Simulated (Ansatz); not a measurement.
The start is a randomly generated symmetric cell of Ti (space group No. 65). A full variable-cell relaxation at zero pressure is run with PBEsol (plane waves to 420 eV, PAW, scalar-relativistic; Ansatz, an electronic-structure program). First-step values are on the input's coarse k-mesh.

Ansatz input (later rounds restart from its end on a renewed k-mesh):
Ansatz 0.2 input:
```yaml
crystal:
  lattice:
    - [1.6188069, -2.3473661, 0]
    - [1.6188069, 2.3473661, 0]
    - [0, 0, 2.3867416]
  atoms:
    - { symbol: Ti, position: [0, 0, 0] }
basis: { ecutwfc: 420, ecutrho_ratio: 4, xc_grid: 2, fft_grid_basis: typed }
kpoints: { mp_grid: { grid: [12, 12, 13] } }
hamiltonian:
  xc: pbesol
  dispersion: none
  pseudopotentials: { azcp: { folder: ./paw }, kind: paw }
scf: { occupations: { method: fermi_dirac, width: 0.05 } }
relax: { f_tol: 0.01, max_steps: 100, cell: { stress_tol: 0.02 } }
output: { forces: true, stress: true }
```

Q: By how much does the energy per atom fall from start to end?

A: 0.26 eV/atom.

Q: How does the volume change?

A: -6.8 %, from 18.14 to 16.90 Å³/atom.

Q: How do the shortest distances between atoms change?

A: The closest pairs of elements (up to four, under 3.6 Å), start → end: Ti–Ti 2.39 → 2.69 Å.

Q: Give the final cell and atomic positions.

A: 
```cif
data_Ti
_chemical_formula_sum 'Ti1'
_space_group_name_H-M_alt 'P6/mmm'
_space_group_IT_number 191
_space_group_name_Hall '-P 6 2'
_cell_length_a 2.68979
_cell_length_b 2.68979
_cell_length_c 2.69778
_cell_angle_alpha 90.000
_cell_angle_beta 90.000
_cell_angle_gamma 120.000
loop_
_atom_site_label
_atom_site_type_symbol
_atom_site_symmetry_multiplicity
_atom_site_Wyckoff_symbol
_atom_site_fract_x
_atom_site_fract_y
_atom_site_fract_z
_atom_site_occupancy
Ti1 Ti 1 a 0.00000 0.00000 0.00000 1
```

Final values are on a 20×20×17 k-mesh of the relaxed cell. The start holds a very short contact (Ti–Ti 2.39 Å). No spin polarisation in the result.

The run could not lose the symmetry of its start: the end is stationary, and may be a saddle point rather than a minimum.

The relaxed structure here is a generated cell of Ti: the first start was made by a random draw of sites in a space group, and the end was not matched to a known phase here, so it may be hypothetical. Known forms of Ti include space group No. 194.
